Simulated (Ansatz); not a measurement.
# MnZn₃: relaxation of cell and atoms

Theory: DFT, LDA, all-electron LAPW, scalar-relativistic (Ansatz 0.2.0).

Command: `ansatz run input.yaml --threads 1 --pin off --max-ram 6144MiB --backend cpu --events-out ev --progress --plain --runs-dir out` The run took 4.5 min on 1 thread of Arm Neoverse V2 (shared host).

```yaml
crystal:
  lattice:
    - [3.9107952988, 0.0, 0.0]
    - [0.0, 3.9107952988, 0.0]
    - [0.0, 0.0, 3.9107952988]
  atoms:
    - { symbol: Mn, position: [0.0, 0.0, 0.0], spin: 4.0 }
    - { symbol: Zn, position: [0.0, 0.5, 0.5] }
    - { symbol: Zn, position: [0.5, 0.0, 0.5] }
    - { symbol: Zn, position: [0.5, 0.5, 0.0] }
magnetization:
  spin_polarized: true
kpoints:
  mp_grid: { grid: [9, 9, 9] }
scf:
  occupations: { method: fermi_dirac, width: 0.05 }
hamiltonian:
  xc: lda
  pseudopotentials: { kind: all_electron, lapw: { basis_error: 0.001 } }
output:
  forces: true
  stress: true
relax:
  f_tol: 0.005
  max_steps: 80
  cell: {}
```

The run is spin-polarised from parallel moments and ends with 1.73 μB in the cell; other orders may lie lower.

The geometry is COD entry 1522570, unchecked; take it as a test cell. The listed cell was then made from it by scaling, straining or moving an atom.

Each frame lists the cell vectors (Å), then Cartesian positions (Å); symmetry keeps all forces zero. Free energies count from the first step, -177871.1310 eV.

The walk took 6 evaluations in all; steps that aren't listed are left out.

Step 1: E = 0.0 meV, P = -15.94 GPa

```
cell 3.9108 0.0000 0.0000 0.0000 3.9108 0.0000 0.0000 0.0000 3.9108
Mn    0.0000    0.0000    0.0000
Zn    0.0000    1.9554    1.9554
Zn    1.9554    0.0000    1.9554
Zn    1.9554    1.9554    0.0000
```

Step 2: E = -604.4 meV, P = -5.95 GPa

```
cell 3.7201 0.0000 0.0000 0.0000 3.7201 0.0000 0.0000 0.0000 3.7201
Mn    0.0000    0.0000    0.0000
Zn    0.0000    1.8601    1.8601
Zn    1.8601    0.0000    1.8601
Zn    1.8601    1.8601    0.0000
```

Step 3: E = -639.4 meV, P = 4.02 GPa

```
cell 3.6230 0.0000 0.0000 0.0000 3.6230 0.0000 0.0000 0.0000 3.6230
Mn    0.0000    0.0000    0.0000
Zn    0.0000    1.8115    1.8115
Zn    1.8115    0.0000    1.8115
Zn    1.8115    1.8115    0.0000
```

How does the relaxation end?

It converges, with a = 3.656 Å, b = 3.656 Å, c = 3.656 Å, α = 90.00°, β = 90.00°, γ = 90.00° (conventional cell, space group Pm-3m). The last solve (on a basis chosen afresh for the final cell, so its energy is not quite comparable) gives E = -655.5 meV, P = 0.00 GPa:
```
cell 3.6564 0.0000 0.0000 0.0000 3.6564 0.0000 0.0000 0.0000 3.6564
Mn    0.0000    0.0000    0.0000
Zn    0.0000    1.8282    1.8282
Zn    1.8282    0.0000    1.8282
Zn    1.8282    1.8282    0.0000
```
